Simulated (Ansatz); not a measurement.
Nb3Sn: the volume at rest

Nb3Sn in the A15 structure, starting from this typed cell of 18.82 Å³ an atom.

```
Sn Nb
1.0
     5.32000    0.00000    0.00000
     0.00000    5.32000    0.00000
     0.00000    0.00000    5.32000
Sn Nb
2 6
Cartesian
  0.0000 0.0000 0.0000
  2.6600 2.6600 2.6600
  1.3300 0.0000 2.6600
  3.9900 0.0000 2.6600
  2.6600 1.3300 0.0000
  2.6600 3.9900 0.0000
  0.0000 2.6600 1.3300
  0.0000 2.6600 3.9900
```

DFT in Ansatz; k mesh 4×4×4; Fermi–Dirac smearing of 0.1 eV; no spin. Cell and atoms are relaxed to zero stress with the symmetry kept and no dispersion correction.

Caveats: coarse k mesh.

**Question.** What volume results under PBE, and how much do the potentials matter?

**Answer.** 
```
functional                                  potentials  cutoff (eV)  volume (Å³/atom)  change (%)
       PBE  all-electron PAW datasets (no frozen core)          300             18.79        -0.2
       PBE                        Ansatz generated PAW          420             18.79        -0.2
       PBE                        Ansatz hand-made PAW          708             18.79        -0.1
       PBE                                     JTH PAW         6600             18.79        -0.2
       PBE                      Ansatz norm-conserving         1116             18.80        -0.1
```
